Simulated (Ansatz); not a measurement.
Rb$_{2}$PdC$_{2}$:
```yaml
crystal:
  lattice:
    - [5.38569, 0.00000, 0.00000]
    - [-2.69285, 4.66415, 0.00000]
    - [0.00000, 0.00000, 5.26699]
  atoms:
    - { symbol: C, position: [0.00000, 0.00000, 0.38014] }
    - { symbol: C, position: [0.00000, 0.00000, 0.61986] }
    - { symbol: Rb, position: [0.33333, 0.66667, 0.28350] }
    - { symbol: Rb, position: [0.66667, 0.33333, 0.71650] }
    - { symbol: Pd, position: [0.00000, 0.00000, 0.00000] }
```

Relaxed with r²SCAN. Special points in fractions of this cell's reciprocal vectors: Γ (0.000, 0.000, 0.000); M (0.500, 0.000, 0.000); K (0.333, 0.333, 0.000); A (0.000, 0.000, 0.500); L (0.500, 0.000, 0.500); H (0.333, 0.333, 0.500).

### Question
List the band energies nearest the valence-band maximum at these points for the program Ansatz at the r²SCAN level (PAW).

### Answer
In eV from the valence-band maximum; about four levels below and three above (degenerate sets whole), none deeper than 8.9 eV; points with the same levels are listed once.

```tsv
k	below	above
Γ	-1.95 -1.95 -1.37 -1.22 -1.22	3.90 3.96 5.33 5.33
M	-1.90 -1.29 -1.18 -0.54	2.52 3.40 4.56
K	-1.93 -1.93 -1.23 -1.23 -0.49	2.81 2.81 5.32 5.32
A	-1.22 -1.22 -1.20 -0.01 -0.01	2.55 2.55 4.02
L	-1.19 -0.84 -0.01 0.00	1.73 2.96 4.87
H	-1.21 -1.21 -0.77 -0.03 -0.03	2.22 2.22 4.96 4.96
```

Space group P-3m1. The workflow started from an entry of the Crystallography Open Database (COD). Its standing as an ambient phase is unchecked. The r²SCAN relaxation kept the symmetry of its start; its stability against distortions is not shown here. No spin polarisation was allowed. Scalar-relativistic: spin–orbit coupling is off unless named, which matters more the heavier the elements.

Potentials: the later of the program's two PAW sets.
